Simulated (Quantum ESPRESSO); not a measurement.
# Si3O4NF: one run as intended and one with a planted mistake

Simulated, not a measurement. The program is pw.x of Quantum ESPRESSO 7.5 (plane-wave density functional theory). The cell is made up: 9 atoms on a quartz lattice, with randomly drawn elements, strain and displacements, not relaxed. PseudoDojo standard norm-conserving files (v0.5 for PBE, v0.4.1 for LDA and PBEsol) set the functional; there is no spin polarisation, spin-orbit coupling or dispersion term, and the masses in the input are unused placeholders.

Intended input:

```
&control calculation='scf', pseudo_dir='./dojo.nc.sr.pbe.v0_5.standard.upf', outdir='./o', disk_io='low', tprnfor=.true., tstress=.true. /
&system ibrav=0, nat=9, ntyp=4, nbnd=30, ecutwfc=84.00895049, nosym=.true., tot_charge=0,
 occupations='smearing', smearing='fd', degauss=0.0018374661
/
&electrons conv_thr=7.350e-09, electron_maxstep=60, /
ATOMIC_SPECIES
F 1.0 F.upf
N 1.0 N.upf
O 1.0 O.upf
Si 1.0 Si.upf
CELL_PARAMETERS angstrom
4.9288 0.0 0.0
-2.4644 4.2684 0.0
0.0 0.0 5.4099
ATOMIC_POSITIONS angstrom
Si 2.3087 -0.062 3.6196
Si -1.128 1.9814 1.8155
Si 1.3029 2.2664 -0.0277
O 1.3542 1.1976 4.249
N 3.2589 0.5587 2.4481
O 2.7906 2.5221 0.6856
O 0.2955 1.7613 1.1289
F -1.0967 3.196 2.9341
O 0.8406 3.6387 4.7515
K_POINTS automatic
5 5 4 1 1 1
```

The log is shortened where brackets say so; the opening notice, blank lines, dates and the lines on written files are dropped, and the path of the files is cut. It prints rydbergs, bohrs and kilobars, and counts compression as positive stress. Where no state is partly filled, the Fermi energy that it prints is only some level between the filled and the empty states on the mesh, and need not lie in the true gap.

Log of the intended run:

```
     Program PWSCF v.7.5
     Parallel version (MPI & OpenMP), running on       4 processor cores
     Number of MPI processes:                 4
     Threads/MPI process:                     1
     [start-up lines left out]
     bravais-lattice index     =            0
     lattice parameter (alat)  =       9.3141  a.u.
     unit-cell volume          =     768.0547 (a.u.)^3
     number of atoms/cell      =            9
     number of atomic types    =            4
     number of electrons       =        48.00
     number of Kohn-Sham states=           30
     kinetic-energy cutoff     =      84.0090  Ry
     charge density cutoff     =     336.0358  Ry
     scf convergence threshold =      7.3E-09
     mixing beta               =       0.7000
     number of iterations used =            8  plain     mixing
     Exchange-correlation= PBE
                           (   1   4   3   4   0   0   0)
     [axes and pseudopotential details left out]
   Cartesian axes
     site n.     atom                  positions (alat units)
         1        Si     tau(   1) = (   0.4684102  -0.0125791   0.7343775  )
         2        Si     tau(   2) = (  -0.2288590   0.4020045   0.3683452  )
         3        Si     tau(   3) = (   0.2643443   0.4598280  -0.0056200  )
         4        O      tau(   4) = (   0.2747525   0.2429800   0.8620760  )
         5        N      tau(   5) = (   0.6611954   0.1133542   0.4966929  )
         6        O      tau(   6) = (   0.5661824   0.5117067   0.1391008  )
         7        O      tau(   7) = (   0.0599537   0.3573486   0.2290416  )
         8        F      tau(   8) = (  -0.2225085   0.6484337   0.5952970  )
         9        O      tau(   9) = (   0.1705486   0.7382527   0.9640278  )
     number of k points=    50  Fermi-Dirac smearing, width (Ry)=  0.0018
                       cart. coord. in units 2pi/alat
        k(    1) = (   0.1000000   0.1732078   0.1138838), wk =   0.0400000
        k(    2) = (   0.1000000   0.1732078   0.3416514), wk =   0.0400000
     [further k points left out]
     Dense  grid:    79907 G-vectors     FFT dimensions: (  60,  60,  60)
     Estimated max dynamical RAM per process >     163.13 MB
     Estimated total dynamical RAM >     593.98 MB
     Initial potential from superposition of free atoms
     starting charge      47.9981, renormalised to      48.0000
     Starting wfcs are   36 randomized atomic wfcs
     total cpu time spent up to now is        3.3 secs
     per-process dynamical memory:   127.7 Mb
     Self-consistent Calculation
     iteration #  1     ecut=    84.01 Ry     beta= 0.70
     Davidson diagonalization with overlap
     ethr =  1.00E-02,  avg # of iterations =  3.0
     total cpu time spent up to now is        8.8 secs
     total energy              =    -227.20413310 Ry
     estimated scf accuracy    <       2.66661902 Ry
     iteration #  2     ecut=    84.01 Ry     beta= 0.70
     Davidson diagonalization with overlap
     ethr =  5.56E-03,  avg # of iterations =  3.0
     total cpu time spent up to now is       14.0 secs
     total energy              =    -227.91770168 Ry
     estimated scf accuracy    <       2.02830069 Ry
     [iterations 3 to 10 left out]
     iteration # 11     ecut=    84.01 Ry     beta= 0.70
     Davidson diagonalization with overlap
     ethr =  2.73E-10,  avg # of iterations =  2.0
     total cpu time spent up to now is       58.3 secs
     total energy              =    -228.31440726 Ry
     estimated scf accuracy    <       0.00000001 Ry
     iteration # 12     ecut=    84.01 Ry     beta= 0.70
     Davidson diagonalization with overlap
     ethr =  3.08E-11,  avg # of iterations =  3.0
     total cpu time spent up to now is       62.8 secs
     End of self-consistent calculation
     [lines on levels left out]
     the Fermi energy is     6.1739 ev
!    total energy              =    -228.31440726 Ry
     estimated scf accuracy    <          1.3E-09 Ry
     smearing contrib. (-TS)   =       0.00000000 Ry
     internal energy E=F+TS    =    -228.31440726 Ry
     The total energy is F=E-TS. E is the sum of the following terms:
     one-electron contribution =    -106.56214018 Ry
     hartree contribution      =      78.97244891 Ry
     xc contribution           =     -61.09613340 Ry
     ewald contribution        =    -139.62858260 Ry
     convergence has been achieved in  12 iterations
     Forces acting on atoms (cartesian axes, Ry/au):
     atom    1 type  4   force =     0.17585617    0.29427755    0.06121492
     atom    2 type  4   force =    -0.07422532   -0.22205238   -0.09101226
     atom    3 type  4   force =     0.06601582    0.00898642    0.12149308
     atom    4 type  3   force =     0.01512459   -0.13053168   -0.06691171
     atom    5 type  2   force =     0.00860877    0.02882918   -0.00483448
     atom    6 type  3   force =    -0.03564694    0.04173700   -0.04526523
     atom    7 type  3   force =     0.01819795    0.02425169    0.02126206
     atom    8 type  1   force =    -0.12081247   -0.06158070    0.00459911
     atom    9 type  3   force =    -0.05311856    0.01608292   -0.00054548
     Total force =     0.504150     Total SCF correction =     0.000034
     Computing stress (Cartesian axis) and pressure
          total   stress  (Ry/bohr**3)                   (kbar)     P=      102.28
   0.00035622   0.00022996   0.00007572           52.40       33.83       11.14
   0.00022996   0.00081711   0.00022531           33.83      120.20       33.14
   0.00007572   0.00022531   0.00091256           11.14       33.14      134.24
     init_run     :      3.08s CPU      3.26s WALL (       1 calls)
     electrons    :     59.17s CPU     59.53s WALL (       1 calls)
     forces       :      0.97s CPU      1.00s WALL (       1 calls)
     stress       :      3.19s CPU      3.19s WALL (       1 calls)
     [timing details left out]
     PWSCF        :   1m 6.52s CPU   1m 7.15s WALL
     JOB DONE.
```

A second run has one planted mistake: the cell and the positions are scaled by a wrong factor. The input lines that differ, file-writing options aside:

```
- 4.9288 0.0 0.0
+ 4.9909 0.0 0.0
- -2.4644 4.2684 0.0
+ -2.4955 4.3222 0.0
- 0.0 0.0 5.4099
+ 0.0 0.0 5.4781
- Si 2.3087 -0.062 3.6196
+ Si 2.3378 -0.0628 3.6652
- Si -1.128 1.9814 1.8155
+ Si -1.1422 2.0064 1.8384
- Si 1.3029 2.2664 -0.0277
+ Si 1.3193 2.295 -0.028
- O 1.3542 1.1976 4.249
+ O 1.3713 1.2127 4.3025
- N 3.2589 0.5587 2.4481
+ N 3.3 0.5657 2.4789
- O 2.7906 2.5221 0.6856
+ O 2.8258 2.5539 0.6942
- O 0.2955 1.7613 1.1289
+ O 0.2992 1.7835 1.1431
- F -1.0967 3.196 2.9341
+ F -1.1105 3.2363 2.9711
- O 0.8406 3.6387 4.7515
+ O 0.8512 3.6845 4.8114
```

Its log:

```
     Program PWSCF v.7.5
     Parallel version (MPI & OpenMP), running on       4 processor cores
     Number of MPI processes:                 4
     Threads/MPI process:                     1
     [start-up lines left out]
     bravais-lattice index     =            0
     lattice parameter (alat)  =       9.4314  a.u.
     unit-cell volume          =     797.4625 (a.u.)^3
     number of atoms/cell      =            9
     number of atomic types    =            4
     number of electrons       =        48.00
     number of Kohn-Sham states=           30
     kinetic-energy cutoff     =      84.0090  Ry
     charge density cutoff     =     336.0358  Ry
     scf convergence threshold =      7.3E-09
     mixing beta               =       0.7000
     number of iterations used =            8  plain     mixing
     Exchange-correlation= PBE
                           (   1   4   3   4   0   0   0)
     [axes and pseudopotential details left out]
   Cartesian axes
     site n.     atom                  positions (alat units)
         1        Si     tau(   1) = (   0.4684125  -0.0125829   0.7343766  )
         2        Si     tau(   2) = (  -0.2288565   0.4020117   0.3683504  )
         3        Si     tau(   3) = (   0.2643411   0.4598369  -0.0056102  )
         4        O      tau(   4) = (   0.2747601   0.2429822   0.8620690  )
         5        N      tau(   5) = (   0.6612034   0.1133463   0.4966840  )
         6        O      tau(   6) = (   0.5661905   0.5117113   0.1390931  )
         7        O      tau(   7) = (   0.0599491   0.3573504   0.2290368  )
         8        F      tau(   8) = (  -0.2225050   0.6484402   0.5953035  )
         9        O      tau(   9) = (   0.1705504   0.7382436   0.9640345  )
     number of k points=    50  Fermi-Dirac smearing, width (Ry)=  0.0018
                       cart. coord. in units 2pi/alat
        k(    1) = (   0.1000000   0.1732081   0.1138830), wk =   0.0400000
        k(    2) = (   0.1000000   0.1732081   0.3416490), wk =   0.0400000
     [further k points left out]
     Dense  grid:    83005 G-vectors     FFT dimensions: (  60,  60,  64)
     Estimated max dynamical RAM per process >     169.57 MB
     Estimated total dynamical RAM >     617.50 MB
     Initial potential from superposition of free atoms
     starting charge      47.9981, renormalised to      48.0000
     Starting wfcs are   36 randomized atomic wfcs
     total cpu time spent up to now is        3.6 secs
     per-process dynamical memory:   133.1 Mb
     Self-consistent Calculation
     iteration #  1     ecut=    84.01 Ry     beta= 0.70
     Davidson diagonalization with overlap
     ethr =  1.00E-02,  avg # of iterations =  3.0
     total cpu time spent up to now is        9.4 secs
     total energy              =    -227.21447204 Ry
     estimated scf accuracy    <       2.63405179 Ry
     iteration #  2     ecut=    84.01 Ry     beta= 0.70
     Davidson diagonalization with overlap
     ethr =  5.49E-03,  avg # of iterations =  3.0
     total cpu time spent up to now is       14.7 secs
     total energy              =    -227.89909124 Ry
     estimated scf accuracy    <       2.18405693 Ry
     [iterations 3 to 10 left out]
     iteration # 11     ecut=    84.01 Ry     beta= 0.70
     Davidson diagonalization with overlap
     ethr =  8.52E-11,  avg # of iterations =  2.4
     total cpu time spent up to now is       59.5 secs
     total energy              =    -228.32754059 Ry
     estimated scf accuracy    <       0.00000001 Ry
     iteration # 12     ecut=    84.01 Ry     beta= 0.70
     Davidson diagonalization with overlap
     ethr =  2.99E-11,  avg # of iterations =  2.0
     total cpu time spent up to now is       63.4 secs
     End of self-consistent calculation
     [lines on levels left out]
     the Fermi energy is     5.6869 ev
!    total energy              =    -228.32754059 Ry
     estimated scf accuracy    <          2.5E-09 Ry
     smearing contrib. (-TS)   =       0.00000000 Ry
     internal energy E=F+TS    =    -228.32754059 Ry
     The total energy is F=E-TS. E is the sum of the following terms:
     one-electron contribution =    -109.36309860 Ry
     hartree contribution      =      79.79950757 Ry
     xc contribution           =     -60.87328673 Ry
     ewald contribution        =    -137.89066284 Ry
     convergence has been achieved in  12 iterations
     Forces acting on atoms (cartesian axes, Ry/au):
     atom    1 type  4   force =     0.17672545    0.28357810    0.05298359
     atom    2 type  4   force =    -0.07443663   -0.22086786   -0.09617998
     atom    3 type  4   force =     0.05889981    0.00572043    0.11023682
     atom    4 type  3   force =     0.02285988   -0.11701738   -0.04919659
     atom    5 type  2   force =     0.00169243    0.03796922    0.00426127
     atom    6 type  3   force =    -0.03690644    0.02915336   -0.03522359
     atom    7 type  3   force =     0.00849208    0.03343611    0.01489343
     atom    8 type  1   force =    -0.10064705   -0.05243724    0.00530655
     atom    9 type  3   force =    -0.05667952    0.00046526   -0.00708151
     Total force =     0.482512     Total SCF correction =     0.000046
     Computing stress (Cartesian axis) and pressure
          total   stress  (Ry/bohr**3)                   (kbar)     P=       31.16
  -0.00010942   0.00020541   0.00007952          -16.10       30.22       11.70
   0.00020541   0.00033644   0.00024612           30.22       49.49       36.21
   0.00007952   0.00024612   0.00040839           11.70       36.21       60.08
     init_run     :      3.34s CPU      3.52s WALL (       1 calls)
     electrons    :     59.46s CPU     59.80s WALL (       1 calls)
     forces       :      0.89s CPU      0.92s WALL (       1 calls)
     stress       :      2.97s CPU      2.97s WALL (       1 calls)
     [timing details left out]
     PWSCF        :   1m 6.76s CPU   1m 7.38s WALL
     JOB DONE.
```

```
                                            intended run  run with the mistake
                          free energy (eV)     -3106.376             -3106.554
                    smearing term -TS (eV)        0.0000                0.0000
                            pressure (GPa)         10.23                  3.12
            largest force component (eV/Å)         7.566                 7.291
largest change of a force component (eV/Å)                               0.518
                                iterations            12                    12
```

For scale, a rerun of the intended cell at 1437 eV and a 7 x 7 x 6 mesh moved values by no more than 0.003 eV in energy, 0.02 GPa in stress and 0.002 eV/Å in force.